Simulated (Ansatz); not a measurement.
OsN$_{2}$:
```cif
data_N2Os
_chemical_formula_sum 'Os1 N2'
_space_group_name_H-M_alt 'P6/mmm'
_space_group_IT_number 191
_space_group_name_Hall '-P 6 2'
_cell_length_a 2.78754
_cell_length_b 2.78754
_cell_length_c 4.91715
_cell_angle_alpha 90.000
_cell_angle_beta 90.000
_cell_angle_gamma 120.000
loop_
_atom_site_label
_atom_site_type_symbol
_atom_site_symmetry_multiplicity
_atom_site_Wyckoff_symbol
_atom_site_fract_x
_atom_site_fract_y
_atom_site_fract_z
_atom_site_occupancy
Os1 Os 1 a 0.00000 0.00000 0.00000 1
N1 N 2 e 0.00000 0.00000 0.38348 1
```

Relaxed with PBEsol.

### Question
Which orbitals make up the states near the Fermi level in DFT-PBEsol in the program Ansatz with PAW potentials?

### Answer
Within 0.5 eV of the Fermi level: Os 5d 78 %, N 2p 16 %. Projections are on Löwdin-orthogonalised atomic valence shells; empty p or d shells of many metals are not among them.

### Question
Tabulate the density of states.

### Answer
States/eV per cell of 3 atoms, in 0.25 eV bins, energy from the Fermi level.

```tsv
E (eV)	total	Os 5d	N 2p	Os 6s
-7.85	0.88	0.06	0.69	0.00
-7.60	1.06	0.07	0.83	0.00
-7.35	1.25	0.08	0.99	0.00
-7.10	1.56	0.09	1.23	0.01
-6.85	2.30	0.21	1.65	0.09
-6.60	2.27	0.31	1.71	0.14
-6.35	1.61	0.12	1.44	0.03
-6.10	1.39	0.10	1.23	0.04
-5.85	1.31	0.15	1.05	0.11
-5.60	0.84	0.15	0.55	0.14
-5.35	0.70	0.45	0.09	0.16
-5.10	1.85	1.41	0.13	0.30
-4.85	1.69	1.25	0.18	0.24
-4.60	1.40	1.02	0.20	0.15
-4.35	1.23	0.89	0.20	0.12
-4.10	1.03	0.75	0.19	0.07
-3.85	0.98	0.73	0.19	0.04
-3.60	1.26	0.96	0.24	0.03
-3.35	1.09	0.82	0.22	0.02
-3.10	1.15	0.85	0.23	0.04
-2.85	1.53	1.16	0.26	0.07
-2.60	1.61	1.21	0.28	0.07
-2.35	1.30	1.04	0.18	0.06
-2.10	1.45	1.14	0.22	0.07
-1.85	2.21	1.70	0.37	0.09
-1.60	2.20	1.69	0.37	0.08
-1.35	1.86	1.41	0.34	0.07
-1.10	1.62	1.21	0.31	0.05
-0.85	1.35	1.02	0.24	0.04
-0.60	1.13	0.88	0.18	0.04
-0.35	1.20	0.92	0.19	0.04
-0.10	1.10	0.86	0.17	0.03
0.15	0.95	0.76	0.12	0.03
0.40	0.93	0.69	0.18	0.02
0.65	0.87	0.59	0.22	0.02
0.90	0.73	0.46	0.22	0.02
1.15	0.67	0.39	0.23	0.02
1.40	0.74	0.40	0.29	0.02
1.65	0.94	0.43	0.44	0.03
1.90	1.17	0.47	0.62	0.03
2.15	1.21	0.49	0.64	0.03
2.40	1.40	0.54	0.78	0.03
2.65	1.38	0.42	0.88	0.04
2.90	1.52	0.49	0.91	0.05
3.15	1.84	0.71	0.94	0.07
3.40	2.23	0.93	1.05	0.09
3.65	1.77	0.70	0.87	0.08
3.90	1.59	0.64	0.76	0.09
4.15	1.25	0.43	0.71	0.05
4.40	1.02	0.28	0.71	0.01
4.65	1.01	0.27	0.71	0.00
```

The first step of the workflow began from a Materials Project structure, measured or hypothetical; the Crystallography Open Database copy checked does not list it. Whether it is the stable phase at ambient conditions was not checked. Symmetry was held in the PBEsol relaxation; whether a distortion lowers the energy is not shown. The run is not spin-polarised. Its formation energy is positive at this level, so the cell may be metastable or incomplete. Spin–orbit coupling is left out wherever it is not named.

Potentials: the later of the program's two PAW sets.
